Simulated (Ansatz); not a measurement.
input.yaml (Ansatz 0.2.0):

```yaml
crystal:
  lattice:
    - [2.2615, -3.8305, 0.0]
    - [2.2615, 3.8305, 0.0]
    - [0.0, 0.0, 4.524]
  atoms:
    - { symbol: Ga, position: [0.3451, 0.6549, 0.581] }
    - { symbol: Ga, position: [0.6549, 0.3451, 0.419] }
    - { symbol: Ga, position: [0.8451, 0.1549, 0.919] }
    - { symbol: Ga, position: [0.1549, 0.8451, 0.081] }
basis:
  ecutwfc: 420
  ecutrho_ratio: 4
kpoints:
  mp_grid: { grid: [12, 12, 10] }
hamiltonian:
  xc: lda
scf:
  occupations: { method: gaussian, width: 0.05 }
output:
  forces: true
  stress: true
  eigenvalues: true
relax:
  f_tol: 0.01
  max_steps: 60
  cell: { stress_tol: 0.15 }
```

Problem. Predict the main results.

Solution. Final volume 18.36 Å³/atom, energy lowered by 16.4 meV/atom, pressure 0.0 GPa, gap on the mesh zero (metallic) (LDA, scalar-relativistic).

What the program printed, in part:

```
Pseudopotentials: kind: paw
Pseudopotential: Ga, paw, valence charge 13, recommended cutoff 420 eV (normal), Ga.paw.azcp
Crystal: 4 atoms, lattice volume = 78.380 Å³
Basis set: ecut = 420 eV, 1517 PW (Γ)
Bands: 32, of which v1, the nominal top of the filled ones, is band 26 counted from 1 (25 counted from 0)
Symmetry: 8 space group operations
Space group: Cmce (ITA 64), of the structure as read, at distance tolerance 4.3e-5 Å
k-points: 258 of 1440
Initial density: superposition of atomic densities (neutral atoms: chi_scale 0, normalization atom), corrected by the library's trained network
Initial wavefunctions: pseudopotential atomic-orbital guess
Functional: x = slater, c = lda
```

```
SCF iter   1: F=—  HF=-14827.866155 eV  |F-HF|=—  |Δ(HF+E_count)|=         —  Δρ=5.42e-3  dr2=8.32e-3  ethr=1.77e-3  ⟨swp⟩=5.9  Hψ=31607  notcnv=0  defer=14
SCF iter   2: F=—  HF=-14827.862469 eV  |F-HF|=—  |Δ(HF+E_count)|=   3.69e-3  Δρ=2.79e-3  dr2=3.00e-3  ethr=1.60e-5  ⟨swp⟩=2.5  Hψ=16014  notcnv=0  defer=25
SCF iter   3: F=—  HF=-14827.861868 eV  |F-HF|=—  |Δ(HF+E_count)|=   6.01e-4  Δρ=9.43e-4  dr2=3.91e-4  ethr=5.76e-6  ⟨swp⟩=2.2  Hψ=10333  notcnv=0  defer=25
SCF iter   4: F=—  HF=-14827.861707 eV  |F-HF|=—  |Δ(HF+E_count)|=   1.62e-4  Δρ=2.80e-4  dr2=5.77e-5  ethr=7.51e-7  ⟨swp⟩=2.0  Hψ=13060  notcnv=0  defer=25
SCF iter   5: F=—  HF=-14827.861691 eV  |F-HF|=—  |Δ(HF+E_count)|=   1.56e-5  Δρ=1.76e-4  dr2=1.06e-5  ethr=1.11e-7  ⟨swp⟩=2.0  Hψ=14600  notcnv=0  defer=25
SCF iter   6: F=—  HF=-14827.861685 eV  |F-HF|=—  |Δ(HF+E_count)|=   5.66e-6  Δρ=6.59e-5  dr2=1.97e-6  ethr=2.04e-8  ⟨swp⟩=2.0  Hψ=13042  notcnv=0  defer=25
SCF iter   7: F=—  HF=-14827.861685 eV  |F-HF|=—  |Δ(HF+E_count)|=   3.91e-7  Δρ=1.51e-5  dr2=1.37e-7  ethr=3.79e-9  ⟨swp⟩=2.6  Hψ=13350  notcnv=0  defer=25
SCF iter   8: F=-14827.861685 eV  HF=-14827.861685 eV  |F-HF|=1.50e-9  |Δ(HF+E_count)|=   7.88e-8  Δρ=2.05e-6  dr2=3.04e-9  ethr=1.92e-10  ⟨swp⟩=7.1  Hψ=33786  notcnv=0
SCF 1 converged in 8 iterations: F = -14827.861685 eV  dr2 = 3.04e-9
relax step   1: F+E_penalty+E_count = -14827.86168475 eV  Δ(F+E_penalty+E_count) = +0.000e0 eV  max|allowed force component| = 1.708e-1 eV/Å  Δτ_max = 0.0000 Å  P = -3.690 GPa  Ω = 78.380 Å³  (8 SCF iters, dr2 threshold 1.00e-7 eV, accepted)
...
SCF 2 converged in 6 iterations: F = -14827.926142 eV  dr2 = 3.51e-7
SCF 3 converged in 5 iterations: F = -14827.927989 eV  dr2 = 7.65e-8
SCF 4 converged in 4 iterations: F = -14827.928198 eV  dr2 = 6.43e-8
SCF 5 converged in 5 iterations: F = -14827.928181 eV  dr2 = 7.11e-9
SCF 6 converged in 6 iterations: F = -14827.928272 eV  dr2 = 1.41e-10
...
SCF iter   4: F=—  HF=-14827.927450 eV  |F-HF|=—  |Δ(HF+E_count)|=   1.95e-7  Δρ=3.59e-6  dr2=9.13e-9  ethr=2.60e-10  ⟨swp⟩=2.0  Hψ=14447  notcnv=0
SCF iter   5: F=—  HF=-14827.927450 eV  |F-HF|=—  |Δ(HF+E_count)|=   1.18e-8  Δρ=7.53e-7  dr2=5.26e-10  ethr=1.76e-11  ⟨swp⟩=2.0  Hψ=14970  notcnv=0
SCF iter   6: F=-14827.927450 eV  HF=-14827.927450 eV  |F-HF|=2.36e-11  |Δ(HF+E_count)|=  1.15e-10  Δρ=2.06e-7  dr2=5.38e-11  ethr=1.00e-12  ⟨swp⟩=4.0  Hψ=29475  notcnv=0
SCF 7 converged in 6 iterations: F = -14827.927450 eV  dr2 = 5.38e-11
```

```
SCF converged after 6 iterations
Free energy (F): -14827.927450 eV
E sigma→0 (E₀):  -14827.927001 eV
Entropy (-TS):   -0.000898 eV (-0.225 meV/atom)
Fermi energy:    9.495760 eV
--- Forces (eV/Å), atoms counted from 1 ---
  atom   1  Ga     0.00000000    -0.00033202     0.00329186
  atom   2  Ga     0.00000000     0.00033202    -0.00329186
  atom   3  Ga     0.00000000    -0.00033202    -0.00329186
  atom   4  Ga     0.00000000     0.00033202     0.00329186
--- Stress (GPa, compression-positive) ---
        0.008790       0.000000       0.000000
        0.000000       0.007078       0.000000
        0.000000       0.000000       0.006104
  P = ⅓ Tr σ = 0.0073 GPa (0.073 kbar)
--- Relaxed structure (6 steps of the walk, 5 accepted, 1 SCFs on fresh bases) ---
  F+E_penalty+E_count = -14827.92745036 eV   max|allowed force component| = 3.292e-3 eV/Å   (the final SCF, on the basis selected at the relaxed cell)
  cell:  # Å, volume = 73.4293 Å³
    - [2.20692, -3.74702, 0.00000]
    - [2.20692, 3.74702, 0.00000]
    - [0.00000, 0.00000, 4.43985]
  atoms:
    - { symbol: Ga, position: [0.34398, 0.65602, 0.58409] }
    - { symbol: Ga, position: [0.65602, 0.34398, 0.41591] }
    - { symbol: Ga, position: [0.84398, 0.15602, 0.91591] }
    - { symbol: Ga, position: [0.15602, 0.84398, 0.08409] }
```
